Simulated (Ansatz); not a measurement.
Values for one crystal, relaxed and computed with r²SCAN in the plane-wave PAW code Ansatz; other levels are named.

| Item | Result |
|---|---|
| Volume per atom | 23.20 Å³ |
| Electronic character | metallic (no gap) |
| Formation energy from the elements (no fitted shifts) | -0.15 eV/atom |
| Pressure derivative B′ | 6.1 |
| Gap with spin–orbit coupling | none (metallic) |
| Density of states at the Fermi level | 0.38 states/eV per atom (mean over ±0.08 eV) |
| Bulk modulus (Birch–Murnaghan fit) | 818 kbar |

Task: Pick the material that matches.
A. SnPt, NiAs type
B. Sn4Ir, Ccce (Sn on 16i, Ir on 4a)
C. Tc3Ir, P6_3/mmc (Tc on 6h, Ir on 2d)
D. EuSn, Cmcm (Eu on 4c, Sn on 4c)

Result: B, Sn4Ir, Ccce (Sn on 16i, Ir on 4a)

The workflow started from a Materials Project entry (that database holds measured and hypothetical structures alike); the Crystallography Open Database copy checked does not list it. COD files the formula under space group No. 142. Its standing as an ambient phase is unchecked. The cell was relaxed with r²SCAN under the symmetry of its start; its stability against distortions is not shown here. No spin polarisation was allowed. The references are the lowest solids computed at this level, not always the standard phases. Spin–orbit coupling is left out wherever it is not named.

Potentials: the later of the program's two PAW sets.
